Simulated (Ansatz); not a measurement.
**Bi: computed property card**

Bi:
```cif
data_Bi
_chemical_formula_sum 'Bi1'
_space_group_name_H-M_alt 'P 1'
_space_group_IT_number 1
_cell_length_a 3.25046
_cell_length_b 3.25046
_cell_length_c 3.25046
_cell_angle_alpha 90.000
_cell_angle_beta 90.000
_cell_angle_gamma 90.000
loop_
_space_group_symop_operation_xyz
  'x, y, z'
loop_
_atom_site_label
_atom_site_type_symbol
_atom_site_fract_x
_atom_site_fract_y
_atom_site_fract_z
_atom_site_occupancy
Bi1 Bi 0.00000 0.00000 0.00000 1
```

Space group Pm-3m (No. 221), simple cubic; conventional cell a = b = c = 3.2505 Å, α = β = γ = 90.00°.

Method: DFT-r²SCAN in the program Ansatz with PAW potentials. Geometry: relaxed at this level of theory. Other levels are named where they apply.

Cell and energy:

```
Quantity              Result
---------------  -----------
Volume per atom     34.34 Å³
Density          10.10 g/cm³
```

Electronic structure:

```
Property                                                                     Value
------------------------------------  --------------------------------------------
Electronic character                                             metallic (no gap)
Density of states at the Fermi level  0.53 states/eV per atom (mean over ±0.08 eV)
Gap with spin–orbit coupling                                       none (metallic)
```

Mechanics:

```
Quantity                                                                      Result
--------------------------------------------  --------------------------------------
Bulk modulus (Birch–Murnaghan fit)                                          51.0 GPa
Pressure derivative B′                                                           4.8
Elastic constants (relaxed ions, GPa)               C11 = 129, C12 = 12.8, C44 = 8.3
Mechanical stability                          stable (all eigenvalues of C positive)
Hill bulk and shear moduli                                         51.5 and 20.5 GPa
Young's modulus                                                             54.2 GPa
Poisson's ratio                                                                 0.32
Debye temperature from the elastic constants                                   146 K
```

The start of the workflow was typed in or built on a structure type; neither database checked (COD, Materials Project) lists it. It is not the phase usual at ambient conditions (space group No. 166). The cell was relaxed with r²SCAN under the symmetry of its start; its stability against distortions is not shown here. As this level gives no gap, shear constants depend on the k-mesh and smearing (Fermi–Dirac, 0.1 eV here). Scalar-relativistic: spin–orbit coupling is off unless named, which matters more the heavier the elements.

Potentials: the earlier of the program's two PAW sets.
